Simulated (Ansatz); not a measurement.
LaH₃ in space group Fm-3m (No. 225; La on 4a, H on 4b, H on 8c), the program Ansatz at the r²SCAN level (PAW): ε∞ = 9.86, cell volume 43.27 Å³. Infrared-active transverse modes:

```tsv
ω_TO (cm⁻¹)	oscillator strength S_xx (e²/amu)
266.6	5.589
963.9	1.045
```

### Question
Compute the static dielectric constant.

### Answer
Each mode adds (4.921e7/V) S/ω²: 89.46, 1.28. So ε0 = 101.

The workflow started from a Materials Project entry (that database holds measured and hypothetical structures alike); the Crystallography Open Database copy checked does not list it. Whether it is the stable phase at ambient conditions was not checked. Symmetry was held in the r²SCAN relaxation. At this level the phase is dynamically unstable (imaginary phonons). Scalar-relativistic: spin–orbit coupling is off unless named, which matters more the heavier the elements.

Potentials: the later of the program's two PAW sets.
